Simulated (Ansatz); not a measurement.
ScIr$_{3}$C (anti-perovskite, Pm-3m), the program Ansatz at the PBE level (PAW), all energies at zero smearing, with the estimated change up to a 700 eV cutoff added, with one set of potentials and settings (totals compare only within such a set). Cell of 5 atoms (1 Sc, 3 Ir, 1 C): -38198.425 eV.

```tsv
element	reference phase	E (eV/atom)
Sc	P6_3/mmc, 2 atoms in the cell	-2135.8109
Ir	Fm-3m, 1 atoms in the cell	-11936.8363
C	P6_3/mmc, 4 atoms in the cell	-250.9463
```

Formation energy per atom, worked out: (-38198.425 − 1×(-2135.8109) − 3×(-11936.8363) − 1×(-250.9463))/5 = -0.232 eV/atom (-22 kJ per mol of atoms), at 0 K, without zero-point energy or fitted corrections.

The start of the workflow was typed in or built on a structure type; neither database checked (COD, Materials Project) lists it. Its standing as an ambient phase is unchecked. Symmetry was held in the PBE relaxation; its stability against distortions is not shown here. No spin polarisation was allowed. The references are the lowest solids computed at this level, not always the standard phases. Scalar-relativistic: spin–orbit coupling is off unless named, which matters more the heavier the elements.

Potentials: the earlier of the program's two PAW sets.
